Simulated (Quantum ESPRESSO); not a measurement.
## Band energies of RhAgO2 at -1.5 % isotropic strain

```
CELL_PARAMETERS angstrom
      1.50411     0.86840     6.09822
     -1.50411     0.86840     6.09822
      0.00000    -1.73680     6.09822
ATOMIC_POSITIONS crystal
  O  0.88808 0.88808 0.88808
  O  0.11192 0.11192 0.11192
  Rh 0.50000 0.50000 0.50000
  Ag 0.00000 0.00000 0.00000
```

norm-conserving PBEsol (Quantum ESPRESSO, 88 Ry, no spin-orbit coupling); path ΓLB1,BZΓX,QFP1Z,LP; energies in eV from the valence-band maximum.

| k (1/Å) | point | band 20 | band 21 | band 22 | band 23 | band 24 | band 25 | band 26 | band 27 |
|---|---|---|---|---|---|---|---|---|---|
| 0.00 | Γ | -3.28 | -3.28 | -1.88 | -1.88 | -1.18 | 1.59 | 3.02 | 3.02 |
| 0.33 |  | -3.58 | -3.37 | -1.53 | -1.28 | -1.06 | 1.79 | 2.49 | 2.89 |
| 0.78 |  | -3.16 | -2.93 | -1.31 | -0.64 | -0.55 | 1.74 | 2.29 | 2.69 |
| 1.22 | L | -2.82 | -1.85 | -1.18 | -0.83 | -0.50 | 2.19 | 2.51 | 2.77 |
| 1.65 |  | -3.14 | -1.78 | -1.53 | -0.39 | -0.30 | 2.23 | 2.24 | 3.83 |
| 1.97 | B1 | -3.15 | -2.09 | -1.51 | -0.44 | -0.01 | 2.24 | 2.27 | 4.91 |
| 1.97 | B | -3.15 | -2.09 | -1.51 | -0.44 | -0.01 | 2.24 | 2.27 | 4.91 |
| 2.38 |  | -3.31 | -1.88 | -1.14 | -0.68 | -0.64 | 1.44 | 2.22 | 3.49 |
| 2.79 |  | -3.18 | -3.09 | -1.20 | -1.08 | -0.20 | 1.20 | 2.49 | 3.35 |
| 3.20 |  | -2.43 | -2.41 | -1.79 | -1.78 | -0.17 | 2.24 | 2.81 | 2.88 |
| 3.31 | Z | -2.29 | -2.29 | -1.91 | -1.91 | -0.18 | 2.33 | 2.83 | 2.83 |
| 3.69 |  | -2.97 | -2.97 | -1.88 | -1.88 | -0.96 | 1.62 | 3.00 | 3.00 |
| 3.82 | Γ | -3.28 | -3.28 | -1.88 | -1.88 | -1.18 | 1.59 | 3.02 | 3.02 |
| 4.13 |  | -3.55 | -3.46 | -1.45 | -1.44 | -1.09 | 1.76 | 2.53 | 2.93 |
| 4.53 |  | -3.15 | -3.07 | -1.10 | -0.65 | -0.56 | 1.47 | 2.08 | 3.03 |
| 4.94 |  | -3.05 | -2.27 | -1.08 | -0.39 | -0.33 | 1.82 | 2.25 | 3.95 |
| 5.24 | X | -3.14 | -2.08 | -1.52 | -0.42 | -0.01 | 2.24 | 2.24 | 5.19 |
| 5.24 | Q | -3.14 | -2.08 | -1.52 | -0.42 | -0.01 | 2.24 | 2.24 | 5.19 |
| 5.69 |  | -3.04 | -2.37 | -1.06 | -0.77 | -0.23 | 2.25 | 2.54 | 2.92 |
| 5.91 | F | -2.85 | -2.46 | -1.00 | -0.83 | -0.33 | 2.23 | 2.29 | 2.96 |
| 5.91 | P1 | -2.86 | -2.28 | -1.08 | -0.82 | -0.37 | 2.05 | 2.48 | 2.90 |
| 6.00 |  | -2.90 | -2.19 | -1.16 | -0.80 | -0.41 | 1.56 | 2.87 | 2.87 |
| 6.36 |  | -3.05 | -2.72 | -1.58 | -0.69 | -0.39 | 0.80 | 2.68 | 3.40 |
| 6.71 |  | -3.00 | -2.79 | -1.52 | -1.16 | -0.16 | 1.56 | 2.71 | 3.13 |
| 7.07 | Z | -2.29 | -2.29 | -1.91 | -1.91 | -0.18 | 2.33 | 2.83 | 2.83 |
| 7.07 | L | -2.82 | -1.85 | -1.18 | -0.83 | -0.50 | 2.19 | 2.51 | 2.77 |
| 7.41 | P | -2.86 | -2.28 | -1.08 | -0.82 | -0.37 | 2.05 | 2.48 | 2.90 |

The PBEsol gap is 0.50 eV; at least one edge lies off the plotted path, at a point of the SCF mesh. The smallest direct gap is 0.77 eV. Another valence extremum on the path lies within 0.02 eV, too close to call.

Spin-orbit splittings are left out.

Geometry strained from the cell relaxed with PBEsol, atoms relaxed again.

The structure is a Materials Project entry; no match was found in the copy of COD used, and its stability was not checked.
